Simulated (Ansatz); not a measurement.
**CaMg₃: how the plane-wave cutoff moves the results**

Theory: Ansatz 0.2.0, DFT PBEsol, scalar-relativistic, plane waves, PAW.

```
Ca Mg
1.0
     3.40907    0.00000    0.00000
    -1.70454    2.95234    0.00000
     0.00000    0.00000   10.88068
Ca Mg
1 3
Direct
  0.00000 0.00000 0.50000
  0.00000 0.00000 0.00000
  0.66667 0.33333 0.76455
  0.66667 0.33333 0.23545
```

* Γ-centred k-mesh: 15×15×4
* occupation rule: Gaussian smearing, 0.1 eV
* spin treatment: unpolarised
* valence charge of the PAW sets: Ca 10, Mg 10

The atoms stay fixed while the plane-wave cutoff is varied. ΔE is the energy extrapolated to zero smearing, less that of the reference run (500 eV). The cell isn't necessarily relaxed at this level. Pressure is positive in compression and holds a correction for the finite cutoff (Pulay stress).

Q: Tried: 250, 300, 350, 420, 500 eV. From which plane-wave cutoff on does the energy per atom stay within 100, 10 and 1 meV of the reference?

A: 300 for 100 meV, 350 for 10 meV, 420 for 1 meV. The reference itself isn't shown to be converged.

```tsv
cutoff (eV)	ΔE (meV/atom)	P (GPa)	plane waves at Γ
250	203	-0.54	1007
300	19.7	-0.53	1267
350	1.22	-0.57	1617
420	0.10	-0.57	2137
500	0.00	-0.57	2799
```